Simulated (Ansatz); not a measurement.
AlN (rock salt, Fm-3m), DFT-LDA in the program Ansatz with PAW potentials, all energies at zero smearing, with the estimated change up to a 700 eV cutoff added, with one set of potentials and settings (totals compare only within such a set). Cell of 2 atoms (1 Al, 1 N): -889.670 eV.

```csv
element,reference phase,E (eV/atom)
Al,"Fm-3m, 1 atoms in the cell",-512.8755
N,"P4_2/mnm, 4 atoms in the cell",-373.6497
```

Formation energy per atom, worked out: (-889.670 − 1×(-512.8755) − 1×(-373.6497))/2 = -1.572 eV/atom (-152 kJ per mol of atoms), at 0 K, without zero-point energy or fitted corrections.

This is a known high-pressure phase of the composition, computed here at zero pressure and temperature. Symmetry was held in the LDA relaxation; phonons on a q-mesh show no instability. The volume moved by -39 % from the start of the relaxation. The references are the lowest solids computed at this level, not always the standard phases (solids in place of the gases).

Potentials: the later of the program's two PAW sets.
